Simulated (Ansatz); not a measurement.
Method: DFT PBE, scalar-relativistic, plane waves, PAW in Ansatz 0.2.0. Settings: cutoff 420 eV, Γ-centred meshes spaced at most about 0.3 Å⁻¹, and about 0.25 Å⁻¹ or finer for metals (2π included), Gaussian smearing. No spin polarisation in the final relaxations.

All energies are static (0 K, no zero-point motion).

Compare these two cells of Si3Mo, each relaxed at this level.

A.

```cif
data_structure
_symmetry_space_group_name_H-M 'P4/mmm'
_symmetry_Int_Tables_number 123
_cell_length_a 2.5484
_cell_length_b 2.5484
_cell_length_c 10.1282
_cell_angle_alpha 90.000
_cell_angle_beta 90.000
_cell_angle_gamma 90.000
_cell_volume 65.78
loop_
_atom_site_label
_atom_site_type_symbol
_atom_site_symmetry_multiplicity
_atom_site_Wyckoff_symbol
_atom_site_fract_x
_atom_site_fract_y
_atom_site_fract_z
_atom_site_occupancy
Si1 Si 2 g 0.00000 0.00000 0.25298 1
Si2 Si 1 b 0.00000 0.00000 0.50000 1
Mo1 Mo 1 a 0.00000 0.00000 0.00000 1
```

B.

```cif
data_structure
_symmetry_space_group_name_H-M 'Cmc2_1'
_symmetry_Int_Tables_number 36
_cell_length_a 7.8207
_cell_length_b 5.0103
_cell_length_c 5.8985
_cell_angle_alpha 90.000
_cell_angle_beta 90.000
_cell_angle_gamma 90.000
_cell_volume 231.13
loop_
_atom_site_label
_atom_site_type_symbol
_atom_site_symmetry_multiplicity
_atom_site_Wyckoff_symbol
_atom_site_fract_x
_atom_site_fract_y
_atom_site_fract_z
_atom_site_occupancy
Si1 Si 4 a 0.50000 0.10093 0.87265 1
Si2 Si 8 b 0.21668 0.20979 0.68211 1
Mo1 Mo 4 a 0.50000 0.38681 0.51440 1
```

Question: Which form is favoured at zero pressure, and by what margin per atom?

Answer: B is lower, by 0.61 eV/atom. A has space group P4/mmm (No. 123), 16.4 Å³/atom and no gap on its mesh; B has space group Cmc2_1 (No. 36), 14.4 Å³/atom and no gap. Counting Si atoms around Mo (those within 1.25 times the shortest such distance or 1.15 times the sum of covalent radii), A has Mo 2 and B has Mo 9. A holds Si–Si nets (shortest 2.50 Å); B holds Si–Si bonds in all directions (shortest 2.54 Å). The denser one is the lower, and pressure would at first widen the difference. In A, Si on a site of symmetry 4mm has 5 Si at 2.50–2.55 Å and 1 Mo at 2.56 Å; Si on a site of symmetry 4/mmm is surrounded by 6 Si at 2.50–2.55 Å; around Mo lie 4 Mo at 2.55 Å and 2 Si at 2.56 Å. In B, Si on a site of symmetry m is surrounded by 4 Si at 2.54–2.67 Å, 3 Mo at 2.55–2.70 Å, 2 Si at 2.82 Å and 4 Si at 3.12–3.27 Å; around Si on a site of symmetry 1 lie 3 Mo at 2.54–2.64 Å, 4 Si at 2.54–2.67 Å, 1 Si at 2.82 Å, 2 Si at 3.02 Å and 2 Si at 3.27–3.39 Å; around Mo lie 9 Si at 2.54–2.70 Å. Both come from invented guesses.

Cells relaxed within their symmetry can be saddle points.
